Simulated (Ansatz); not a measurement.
Values for one crystal, relaxed and computed with LDA (plane waves, PAW; program Ansatz); other levels are named.

```yaml
volume_per_atom: 14.39 Å³
electronic_character: metallic (no gap)
zone_centre_stability: no imaginary mode at Γ
Bulk modulus (Birch–Murnaghan fit): 3610 kbar
hill_bulk_and_shear_moduli: 361 and 230 GPa
Elastic constants (relaxed ions, GPa): C11 = 592, C12 = 246, C44 = 278
highest_zone_centre_frequency: 175 cm^-1
```

Problem. Which compound is it?
A) NbIr3, Cu3Au type
B) ZrIr2, cubic Laves (MgCu2 type)
C) La3In, Cu3Au type
D) NbCd3, Cu3Au type

Solution. A, NbIr3, Cu3Au type

Space group Pm-3m (Cu3Au type). The workflow started from a Materials Project entry (that database holds measured and hypothetical structures alike); the Crystallography Open Database files this formula in space group No. 221, but the cells were not matched. Its standing as an ambient phase is unchecked. The cell was relaxed with LDA under the symmetry of its start. No spin polarisation was allowed. As this level gives no gap, shear constants depend on the k-mesh and smearing (Fermi–Dirac, 0.1 eV here). As this level gives no gap, phonon frequencies hold no LO–TO term and depend on the k-mesh and smearing (Fermi–Dirac, 0.1 eV here). Spin–orbit coupling is left out wherever it is not named.

Potentials: the later of the program's two PAW sets.
